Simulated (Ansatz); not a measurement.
InP (zinc blende, space group No. 216), a = b = c = 5.9066 Å, α = β = γ = 90.00°; the cell used has 2 atoms.

This is the r²SCAN-relaxed structure.

All from plane-wave PAW r²SCAN (Ansatz code), unless another level is named. Give the hole effective mass, band 2 of 3 at the edge.

0.44 along [100], 0.44 along [110], 0.98 along [111] (mₑ).

Predict the hole effective mass, band 3 of 3 at the edge.

0.073 along [100], 0.064 along [110], 0.062 along [111] (mₑ).

Predict the weight of the valence-edge state by species (Voronoi cells).

P 81 %, In 19 %.

Space group F-43m (zinc blende). The cell was relaxed with r²SCAN under the symmetry of its start; of distortions, only those at the zone centre were tested. Scalar-relativistic: spin–orbit coupling is off unless named, which matters more the heavier the elements.

Potentials: the later of the program's two PAW sets.

Edges and masses are those of Kohn–Sham bands, whose gap is no quasiparticle gap.
